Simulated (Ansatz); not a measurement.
## Na3WClO4 — ³⁵Cl NMR of the central transition

Cell: a refined structure from the COD whose atoms were relaxed with PBE, the cell held.

```cif
data_structure
_symmetry_space_group_name_H-M 'P 1'
_symmetry_Int_Tables_number 1
_cell_length_a 7.5181
_cell_length_b 7.5181
_cell_length_c 5.3600
_cell_angle_alpha 90.000
_cell_angle_beta 90.000
_cell_angle_gamma 90.000
_cell_volume 302.96
loop_
_atom_site_label
_atom_site_type_symbol
_atom_site_fract_x
_atom_site_fract_y
_atom_site_fract_z
_atom_site_occupancy
Na1 Na 0.50000 0.00000 0.35837 1
Na2 Na 0.00000 0.50000 0.64163 1
Na3 Na 0.75000 0.25000 0.00000 1
Na4 Na 0.25000 0.25000 0.00000 1
Na5 Na 0.25000 0.75000 0.00000 1
Na6 Na 0.75000 0.75000 0.00000 1
W7 W 0.00000 0.00000 0.50000 1
W8 W 0.50000 0.50000 0.50000 1
Cl9 Cl 0.50000 0.00000 0.84199 1
Cl10 Cl 0.00000 0.50000 0.15801 1
O11 O 0.80936 0.00000 0.29883 1
O12 O 0.50000 0.30936 0.29883 1
O13 O 0.19064 0.00000 0.29883 1
O14 O 0.50000 0.69064 0.29883 1
O15 O 0.30936 0.50000 0.70117 1
O16 O 0.00000 0.19064 0.70117 1
O17 O 0.69064 0.50000 0.70117 1
O18 O 0.00000 0.80936 0.70117 1
```

Atoms are numbered from 1 in the order listed; like atoms form one site, named after its first atom.

All values are calculated (Ansatz; DFT, PBE, plane waves and PAW, scalar-relativistic, 420 eV cutoff, Γ-centred 3×3×4 k-points, Fermi–Dirac smearing 0.02 eV), not measured.

³⁵Cl has I = 3/2 and Q = -81.12 mb (Pyykkö 2018); at 28.2 T its Larmor frequency is ν₀ = 117.8 MHz. Only the quadrupole interaction is simulated: positions count from each site's isotropic chemical shift, and J coupling is left out, as are shift anisotropy and dipolar coupling, which fast spinning averages.

Simulated pattern of one Cl site (fast magic-angle spinning, Gaussian broadening 0.2 kHz):

| offset (kHz) | height |
| --- | --- |
| -6.502 | 0 |
| -6.246 | 4 |
| -5.989 | 6 |
| -5.733 | 6 |
| -5.476 | 6 |
| -5.220 | 6 |
| -4.963 | 7 |
| -4.706 | 7 |
| -4.450 | 7 |
| -4.193 | 10 |
| -3.937 | 77 |
| -3.680 | 74 |
| -3.424 | 53 |
| -3.167 | 47 |
| -2.911 | 44 |
| -2.654 | 43 |
| -2.397 | 43 |
| -2.141 | 44 |
| -1.884 | 47 |
| -1.628 | 53 |
| -1.371 | 64 |
| -1.115 | 100 |
| -0.858 | 83 |
| -0.601 | 1 |

**Question.** Which |C_Q| and η does the pattern imply?

**Answer.** The pattern spans 5.39 kHz before broadening and its centre of gravity is at -2.51 kHz, which fixes P_Q; the places of the horns and steps fix η. That gives P_Q = 3.44 MHz, |C_Q| = 3.44 MHz and η = 0.00. The sign of C_Q can't be read from the pattern.

An axis of threefold or higher order runs through Cl, so V_zz lies along it and η is zero.

The relaxation (4 steps) took 29 s of wall time (56 s of CPU time) and 0.76 GiB at its peak, on 2 threads of Arm Neoverse V2 (aarch64; 32 cores open to the job, memory cap 5.0 GiB, no GPU), a shared host with a load of 0.4 a core.
